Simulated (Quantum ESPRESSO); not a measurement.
NMR parameters of KCl

```
KCl
1.0
    0.00000     3.14187     3.14187
    3.14187     0.00000     3.14187
    3.14187     3.14187     0.00000
K Cl
1 1
Cartesian
  0.00000   0.00000   0.00000
  3.14187   3.14187   3.14187
```
The geometry is a computed Materials Project entry, not a measured one. It is KCl in Fm-3m. Stability against distortions was not tested.

Shieldings are absolute and leave out the bulk-susceptibility term; a larger σ means a smaller chemical shift. By our sweeps, such settings leave a few ppm in absolute σ. No d partial waves on Cl: the paramagnetic term there is incompletely reconstructed.

**Question.** What do the calculations give at each independent site (shieldings by GIPAW with PBE in a modified build of Quantum ESPRESSO, on JTH PAW datasets, 25 Ha, k-mesh 4×4×4 shifted, f-sum rule met within 0.002 %)?

**Answer.** 
| site | site symmetry | σ_iso (ppm) |
|---|---|---|
| K (atom 1) | m-3m | 1149 |
| Cl (atom 2) | m-3m | 903 |
